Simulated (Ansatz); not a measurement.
BaF₂:
Space group P6₃/mmc (No. 194); a = b = 4.3575 Å, c = 5.9962 Å, α = β = 90.00°, γ = 120.00°

| atom | site | symmetry | x | y | z |
|---|---|---|---|---|---|
| Ba | 2c | -6m2 | 0.3333 | 0.6667 | 0.2500 |
| F | 2a | -3m. | 0.0000 | 0.0000 | 0.0000 |
| F | 2d | -6m2 | 0.6667 | 0.3333 | 0.2500 |

Relaxed at zero pressure with DFT-PBEsol in the program Ansatz with PAW potentials.

Q: The volume is raised by 6 % and shape and atoms relax at that volume. What pressure results, and how do the axes share the change?

A: -2.6 GPa; a 0.6 %, b 0.6 %, c 4.8 %; the energy rises by 9 meV/atom.

Q: Give the new structure.

A: 
Space group P6₃/mmc (No. 194); a = b = 4.3827 Å, c = 6.2831 Å, α = β = 90.00°, γ = 120.00°

```json
[
 {"atom": "Ba", "site": "2c", "symmetry": "-6m2", "x": "0.3333", "y": "0.6667", "z": "0.2500"},
 {"atom": "F", "site": "2a", "symmetry": "-3m.", "x": "0.0000", "y": "0.0000", "z": "0.0000"},
 {"atom": "F", "site": "2d", "symmetry": "-6m2", "x": "0.6667", "y": "0.3333", "z": "0.2500"}
]
```

The phase is kept; no other phase was compared at this pressure.

Space group P6_3/mmc. The workflow started from a Materials Project entry (that database holds measured and hypothetical structures alike); the Crystallography Open Database copy checked does not list it. It is not the phase usual at ambient conditions (space group No. 225). The cell was relaxed with PBEsol under the symmetry of its start; its stability against distortions is not shown here. Spin–orbit coupling is left out wherever it is not named.

Potentials: the later of the program's two PAW sets.
